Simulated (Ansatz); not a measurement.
Relaxation of a relaxed AlNi cell, doubled along one cell vector, shaken by Gaussian noise of σ = 0.08 Å a coordinate; 8 atoms in the cell, which starts as P1 (No. 1), aP8; a = 3.0609 Å, b = 5.2424 Å, c = 6.1218 Å, α = β = γ = 90.00°. The numbers are results of r2SCAN (plane waves to 500 eV, PAW, scalar-relativistic; Ansatz, a program for electronic structure), not measurements. Γ-centred k-mesh 6×11×6 on the run's cell (coarser than for final values), Fermi–Dirac smearing 0.05 eV. This is the first round of the run. 

The optimiser's lines from the output (shortened; P is positive under compression):

```
relax step   1: F+E_penalty+E_count = -25545.70738281 eV  Δ(F+E_penalty+E_count) = +0.000e0 eV  max|allowed force component| = 1.227e0 eV/Å  Δτ_max = 0.0000 Å  P = +1.873 GPa  Ω = 98.235 Å³  (16 SCF iters, dr2 threshold 1.00e-7 eV, accepted)
relax step   2: F+E_penalty+E_count = -25545.99884702 eV  Δ(F+E_penalty+E_count) = -2.915e-1 eV  max|allowed force component| = 6.814e-1 eV/Å  Δτ_max = 0.0604 Å  P = +1.169 GPa  Ω = 97.957 Å³  (12 SCF iters, dr2 threshold 8.00e-7 eV, accepted)
relax step   3: F+E_penalty+E_count = -25546.17397827 eV  Δ(F+E_penalty+E_count) = -1.751e-1 eV  max|allowed force component| = 4.772e-2 eV/Å  Δτ_max = 0.1177 Å  P = -0.785 GPa  Ω = 98.688 Å³  (13 SCF iters, dr2 threshold 8.00e-7 eV, accepted)
relax step   4: F+E_penalty+E_count = -25546.21957352 eV  Δ(F+E_penalty+E_count) = -4.560e-2 eV  max|allowed force component| = 1.161e-1 eV/Å  Δτ_max = 0.0206 Å  P = +0.999 GPa  Ω = 97.589 Å³  (11 SCF iters, dr2 threshold 8.00e-7 eV, accepted)
relax step   5: F+E_penalty+E_count = -25546.24976422 eV  Δ(F+E_penalty+E_count) = -3.019e-2 eV  max|allowed force component| = 5.097e-2 eV/Å  Δτ_max = 0.0108 Å  P = -0.718 GPa  Ω = 98.421 Å³  (12 SCF iters, dr2 threshold 8.00e-7 eV, accepted)
relax step   6: F+E_penalty+E_count = -25546.29182557 eV  Δ(F+E_penalty+E_count) = -4.206e-2 eV  max|allowed force component| = 1.666e-1 eV/Å  Δτ_max = 0.0146 Å  P = -1.631 GPa  Ω = 98.613 Å³  (12 SCF iters, dr2 threshold 8.00e-7 eV, accepted)
relax step   7: F+E_penalty+E_count = -25546.32866810 eV  Δ(F+E_penalty+E_count) = -3.684e-2 eV  max|allowed force component| = 1.039e-1 eV/Å  Δτ_max = 0.0440 Å  P = +0.822 GPa  Ω = 97.268 Å³  (13 SCF iters, dr2 threshold 8.00e-7 eV, accepted)
relax step   8: F+E_penalty+E_count = -25546.33373592 eV  Δ(F+E_penalty+E_count) = -5.068e-3 eV  max|allowed force component| = 8.843e-3 eV/Å  Δτ_max = 0.0102 Å  P = -0.132 GPa  Ω = 97.709 Å³  (10 SCF iters, dr2 threshold 8.00e-7 eV, accepted)
relax step   9: F+E_penalty+E_count = -25546.33382073 eV  Δ(F+E_penalty+E_count) = -8.481e-5 eV  max|allowed force component| = 2.903e-3 eV/Å  Δτ_max = 0.0011 Å  P = +0.102 GPa  Ω = 97.570 Å³  (9 SCF iters, dr2 threshold 5.61e-8 eV, accepted)
relax step  10: F+E_penalty+E_count = -25546.33381688 eV  Δ(F+E_penalty+E_count) = +3.850e-6 eV  max|allowed force component| = 4.856e-4 eV/Å  Δτ_max = 0.0005 Å  P = -0.002 GPa  Ω = 97.633 Å³  (9 SCF iters, dr2 threshold 3.16e-8 eV, accepted)
relax step  11: F+E_penalty+E_count = -25546.33749078 eV  Δ(F+E_penalty+E_count) = -3.674e-3 eV  max|allowed force component| = 4.366e-4 eV/Å  Δτ_max = 0.0000 Å  P = +0.014 GPa  Ω = 97.633 Å³  stress off target by 9.90e-2 GPa  SCF on the basis re-selected at this cell (its energy is not comparable with the rows above)  (13 SCF iters)
relax step  12: F+E_penalty+E_count = -25546.33755603 eV  Δ(F+E_penalty+E_count) = -6.525e-5 eV  max|allowed force component| = 2.512e-4 eV/Å  Δτ_max = 0.0007 Å  P = +0.007 GPa  Ω = 97.631 Å³  (8 SCF iters, dr2 threshold 2.45e-8 eV, accepted)
relax step  13: F+E_penalty+E_count = -25546.33755206 eV  Δ(F+E_penalty+E_count) = +3.965e-6 eV  max|allowed force component| = 2.592e-4 eV/Å  Δτ_max = 0.0000 Å  P = +0.007 GPa  Ω = 97.631 Å³  stress off target by 1.41e-2 GPa  SCF on the basis re-selected at this cell (its energy is not comparable with the rows above)  (8 SCF iters)
```

From the first to the last row the energy changes by -0.08 eV/atom and the volume by -0.6 %. The last row is marked as not comparable with the walk above it, whose basis was carried along; it does compare with step 1, since both stand on a basis selected at the nominal cutoff for their own cell.

Later rounds, restarted from the end of this one on a renewed k-mesh, logged 7 more steps and released under 0.01 eV/atom more. The final structure after all rounds: Pmmn, origin choice 1 (No. 59), oP4; a = 2.695 Å, b = 3.584 Å, c = 5.055 Å, α = β = γ = 90.00°. Between re-selections the logged energies stand on a plane-wave basis carried along with the cell. No spin polarisation in the result. A magnetic state may lie lower.

The relaxed structure here is a generated cell of AlNi: the first start was made by placing the elements on the sites of a structure type, and the end was not matched to a known phase here, so it may be hypothetical. Known forms of AlNi include space group No. 221.
